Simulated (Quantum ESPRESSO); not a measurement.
```
CELL_PARAMETERS angstrom
      3.02593     0.00000     0.00000
     -1.51296     2.62053     0.00000
      0.00000     0.00000     3.22877
ATOMIC_POSITIONS crystal
  Ti 0.00000 0.00000 0.00000
  B  0.33333 0.66667 0.50000
  B  0.66667 0.33333 0.50000
```
Geometry: a computed entry of the Materials Project; it was not checked against measured cells. It is TiB2 in P6/mmm. Stability against distortions was not tested. The run has no spin polarisation.

With PBE (a modified build of Quantum ESPRESSO; gradients by PAW reconstruction on its ground state; JTH PAW datasets, 20 Ha):

```csv
quantity,PBE
Vzz Ti (a.u.),0.197
```

Cores are frozen. Against all-electron runs on small test molecules, this scheme's |Vzz| missed by +19 % on B. Ti had no test against all-electron runs. The run is metallic or nearly gapless at this level (smeared occupations), so gradients converge slowly with the k-mesh.

### Question
What does the LDA, on its own JTH datasets and the same geometry, give?

### Answer
```json
[
 {"quantity": "Vzz Ti (a.u.)", "LDA": "0.211", "LDA − PBE": "+0.013"}
]
```

As single numbers, gradients under 0.02 a.u. lie near what cutoff and mesh leave (some 0.003 a.u. in our sweeps).
